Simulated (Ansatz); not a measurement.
The elements of this relaxed trial crystal are hidden behind letters.

```
lattice vectors (Å)
  -2.1599    2.1599    4.1778
   2.1599   -2.1599    4.1778
   2.1599    2.1599   -4.1778
fractional positions
X 0.0000 0.0000 0.0000
Z 0.5000 0.5000 0.0000
Z 0.2500 0.7500 0.5000
Z 0.7500 0.2500 0.5000
Q 0.7321 0.7321 0.0000
Q 0.2679 0.2679 0.0000
Q 0.5000 0.0000 0.5000
Q 0.0000 0.5000 0.5000
```

Computed with DFT PBE, scalar-relativistic, plane waves, PAW (Ansatz). Settings of the last relaxation (8-atom cell): 420 eV, 12×12×12 k points, Gaussian smearing of 0.10 eV, no spin polarisation.

```
Space group                                 : I4/mmm (No. 139)
Conventional cell                           : a = 4.320 Å, c = 8.356 Å
Volume per atom                             : 9.74 Å³
Density                                     : 4.86 g/cm³
Energy over the elements                    : −1.01 eV/atom
Gap on the 12×12×12 mesh of the 8-atom cell : 0 eV (a metal)
```

Energies are uncorrected and count from the elements' standard states at the same level.

Q: X is a d-block element of period 5, Z is a p-block element of period 3 and Q is a p-block element of period 2. Which elements are they?

A: X = Zr, Z = Al, Q = N, so the formula is ZrAl3N4. Density times volume gives a mean mass of 4.86 × 9.74/1.6605 = 28.5 u per atom, and this set has 28.5 u. Around Zr lie 6 N at 2.16–2.24 Å and 12 Al at 3.00–3.05 Å; Al on a site of symmetry 4/mmm has 2 N at 1.94 Å, 4 N at 2.16 Å, 8 Al at 3.00 Å and 4 Zr at 3.05 Å; N on a site of symmetry 4mm has 1 Al at 1.94 Å, 4 Al at 2.17 Å and 1 Zr at 2.24 Å; 2 more sites not described. Other sets within the hints have nearly the same mass, so mass alone doesn't settle it; this one was computed.

A structure relaxed within its symmetry needn't be a true minimum. Another cell of ZrAl3N4 relaxed alike, in P4/mmm, lies 88 meV/atom lower, so this cell isn't the stable form at this level.
